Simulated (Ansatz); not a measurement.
Property card for GaO$_{16}$Zn$_{15}$

GaO16Zn15:
```cif
data_GaO16Zn15
_chemical_formula_sum 'Ga1 O16 Zn15'
_space_group_name_H-M_alt 'P3m1'
_space_group_IT_number 156
_space_group_name_Hall 'P 3 -2"'
_cell_length_a 6.48025
_cell_length_b 6.48025
_cell_length_c 10.46563
_cell_angle_alpha 90.000
_cell_angle_beta 90.000
_cell_angle_gamma 120.000
loop_
_atom_site_label
_atom_site_type_symbol
_atom_site_symmetry_multiplicity
_atom_site_Wyckoff_symbol
_atom_site_fract_x
_atom_site_fract_y
_atom_site_fract_z
_atom_site_occupancy
Ga1 Ga 1 a 0.00000 0.00000 0.24897 1
O1 O 1 a 0.00000 0.00000 0.42845 1
O2 O 1 a 0.00000 0.00000 0.93958 1
O3 O 3 d 0.00028 0.50014 0.43831 1
O4 O 3 d 0.50048 0.00097 0.93987 1
O5 O 3 d 0.31846 0.15923 0.19166 1
O6 O 3 d 0.33248 0.16624 0.68817 1
O7 O 1 b 0.33333 0.66667 0.18768 1
O8 O 1 b 0.33333 0.66667 0.69002 1
Zn1 Zn 1 a 0.00000 0.00000 0.74960 1
Zn2 Zn 3 d 0.00370 0.50185 0.25067 1
Zn3 Zn 3 d 0.50006 0.00012 0.74934 1
Zn4 Zn 3 d 0.33622 0.16811 0.50052 1
Zn5 Zn 3 d 0.33340 0.16670 0.99634 1
Zn6 Zn 1 b 0.33333 0.66667 0.50152 1
Zn7 Zn 1 b 0.33333 0.66667 0.99756 1
```

Space group P3m1 (No. 156); conventional cell a = b = 6.4803 Å, c = 10.4656 Å, α = β = 90.00°, γ = 120.00°.

Method: the program Ansatz at the r²SCAN level (PAW). Structure relaxed to zero pressure with the same functional. Other levels are named where they apply.

Cell and energy:

```json
{
  "volume_per_atom": "11.89 Å³",
  "density": "5.70 g/cm³",
  "Formation energy from the elements (no fitted shifts)": "-1616 meV/atom"
}
```

Electronic structure:

```json
{
 "electronic_character": "metallic (no gap)",
 "Density of states at the Fermi level": "0.04 states/eV per atom (mean over ±0.08 eV)"
}
```

Charges:

```json
{
  "bader_charges": "Ga +1.85, O -1.31 to -1.29, Zn +1.25 to +1.27 e"
}
```

The start of the workflow was typed in or built on a structure type; neither database checked (COD, Materials Project) lists it. Whether it is the stable phase at ambient conditions was not checked. The r²SCAN relaxation kept the symmetry of its start; whether a distortion lowers the energy is not shown. With an odd number of electrons in the cell and no spin polarisation, the count alone makes it a metal. The references are the lowest solids computed at this level, not always the standard phases (solids in place of the gases). Spin–orbit coupling is left out wherever it is not named.

Potentials: the later of the program's two PAW sets.
